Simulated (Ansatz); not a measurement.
Zr3Tl:
```cif
data_TlZr3
_chemical_formula_sum 'Zr3 Tl1'
_space_group_name_H-M_alt 'P 1'
_space_group_IT_number 1
_cell_length_a 4.47329
_cell_length_b 4.47329
_cell_length_c 4.47329
_cell_angle_alpha 90.000
_cell_angle_beta 90.000
_cell_angle_gamma 90.000
loop_
_space_group_symop_operation_xyz
  'x, y, z'
loop_
_atom_site_label
_atom_site_type_symbol
_atom_site_fract_x
_atom_site_fract_y
_atom_site_fract_z
_atom_site_occupancy
Zr1 Zr 0.00000 0.50000 0.50000 1
Zr2 Zr 0.50000 0.00000 0.50000 1
Zr3 Zr 0.50000 0.50000 0.00000 1
Tl1 Tl 0.00000 0.00000 0.00000 1
```

Relaxed with r²SCAN.

Which orbitals make up the states near the Fermi level in plane-wave PAW r²SCAN (Ansatz code)?

Within 0.5 eV of the Fermi level: Zr 4d 86 %, Tl 6p 5 %. Projections are on Löwdin-orthogonalised atomic valence shells; empty p or d shells of many metals are not among them.

Tabulate the density of states.

States/eV per cell of 4 atoms, in 0.25 eV bins, energy from the Fermi level.

```
E (eV)  total  Zr 4d  Tl 6p  Zr 5s
------  -----  -----  -----  -----
-7.85    1.03   0.10   0.03   0.29
-7.60    2.25   0.37   0.06   0.40
-7.35    2.92   0.75   0.07   0.20
-7.10    0.17   0.04   0.00   0.00
-6.85    0.00   0.00   0.00   0.00
-6.60    0.00   0.00   0.00   0.00
-6.35    0.00   0.00   0.00   0.00
-6.10    0.00   0.00   0.00   0.00
-5.85    0.00   0.00   0.00   0.00
-5.60    0.00   0.00   0.00   0.00
-5.35    0.00   0.00   0.00   0.00
-5.10    0.00   0.00   0.00   0.00
-4.85    0.00   0.00   0.00   0.00
-4.60    0.06   0.01   0.02   0.02
-4.35    0.39   0.07   0.14   0.14
-4.10    0.68   0.13   0.25   0.23
-3.85    1.17   0.27   0.42   0.36
-3.60    3.20   1.15   0.90   0.82
-3.35    1.82   0.71   0.51   0.43
-3.10    1.10   0.36   0.45   0.22
-2.85    1.93   0.75   0.74   0.33
-2.60    2.36   1.13   0.78   0.33
-2.35    2.45   1.49   0.58   0.28
-2.10    1.36   0.99   0.24   0.09
-1.85    6.36   4.51   1.34   0.32
-1.60    6.61   4.55   1.52   0.31
-1.35    2.73   1.87   0.44   0.30
-1.10    2.80   2.29   0.38   0.05
-0.85    5.33   4.74   0.28   0.17
-0.60    4.78   4.28   0.18   0.17
-0.35    3.59   3.14   0.10   0.22
-0.10    3.77   3.19   0.20   0.17
0.15     2.36   1.92   0.19   0.09
0.40     5.72   4.97   0.36   0.11
0.65     7.11   6.04   0.59   0.11
0.90     2.92   2.30   0.33   0.08
1.15     1.55   1.36   0.03   0.05
1.40     0.62   0.59   0.00   0.01
1.65     1.18   1.09   0.01   0.03
1.90     2.61   2.35   0.03   0.11
2.15     3.41   3.08   0.05   0.12
2.40     3.51   3.14   0.05   0.11
2.65     6.03   5.37   0.07   0.26
2.90     7.24   6.29   0.09   0.46
3.15     6.97   6.00   0.11   0.30
```

Space group Pm-3m (Cu3Au type). The first step of the workflow began from a Materials Project structure, measured or hypothetical; the Crystallography Open Database copy checked does not list it. With Zr and Tl taken as one species the cell has the higher symmetry Fm-3m, so it may be an ordered model of a mixed-site phase. Whether it is the stable phase at ambient conditions was not checked. Symmetry was held in the r²SCAN relaxation; whether a distortion lowers the energy is not shown. The run is not spin-polarised. Spin–orbit coupling is left out wherever it is not named.

Potentials: the later of the program's two PAW sets.
